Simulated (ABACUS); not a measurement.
A self-consistent single point of Si2Mo (C2/m, 3 atoms in the cell; from Materials Project mp-2592, changed as shown).

```xyz
3
Lattice="-1.5731 1.5731 3.8374 1.5731 -1.5731 3.8374 1.5574 1.5574 -3.7990" Properties=species:S:1:pos:R:3 pbc="T T T"
Si     0.0000     0.0000     5.1004
Si     0.0000     0.0000     2.5743
Mo     0.0000     0.0000     0.0000
```

All values come from this method and carry its errors: ABACUS with PBE, numerical atomic orbitals TZDP (confined pseudo-atomic orbitals; energy shift 0.01 Ry), PseudoDojo 0.5 standard norm-conserving PBE (tails mended) pseudopotentials.

ABACUS settings:

| key | value |
|---|---|
| basis | TZDP numerical atomic orbitals, energy shift 0.01 Ry |
| KPT | Gamma 12 12 12 0 0 0 |
| basis_type | lcao |
| dft_functional | PBE |
| ecutwfc | 100 Ry |
| smearing_method | mp |
| smearing_sigma | 0.00999582 Ry |
| potentials | PseudoDojo 0.5 standard norm-conserving PBE (tails mended) |
| symmetry | 1 |
| symmetry_prec | 1e-05 |
| ks_solver | genelpa |
| scf_nmax | 100 |
| scf_thr | 1.0e-07 |
| mixing_type | pulay |

Results:

| Item | Result |
|---|---|
| Number of valence electrons | 22 |
| Number of bands | 21 |
| Number of k-points after the program's reduction | 476 |
| Size of the basis | 72 |
| Number of SCF iterations | 9 |
| Free energy E − TS | -2143.1937 eV |
| Fermi level (on the code's own zero) | 17.37 eV |
| Pressure | 18.47 GPa |
| Largest force (vector length) | 0.193 eV/Å |

Forces (eV/Å):
| atom | Fx | Fy | Fz |
|---|---|---|---|
| Si1 | -0.035 | -0.035 | 0.186 |
| Si2 | 0.035 | 0.035 | -0.186 |
| Mo3 | 0.000 | 0.000 | 0.000 |

Stress (GPa, positive for compression):
```
17.84   2.49  -2.94
 2.49  17.84  -2.94
-2.94  -2.94  19.74
```

For comparison: a first run was changed to give this one (lattice vector c scaled by 0.99), and from it to this one the free energy goes up by 16.4 meV/atom, the pressure goes from 15.70 to 18.47 GPa and the largest force goes from 0.157 to 0.193 eV/Å.

The atom-centred basis is finite, which shifts total energies, pressures and forces against plane waves. The structure comes from a collection of computed structures, made at another level of theory; the collection holds predicted forms beside known ones. Its lattice was then scaled. No clean gap shows at this smearing width and mesh (spacing up to 0.24 Å⁻¹); the mesh is coarse for partly filled bands, so the values carry mesh errors.

Cost on one core: very roughly 110 core-seconds.

The atomic orbitals were generated for these runs; they are not ABACUS's published sets and were checked against plane waves on a few crystals only.

“Tails mended”: in these copies of the files the far tail of each local potential was reset to the Coulomb form.
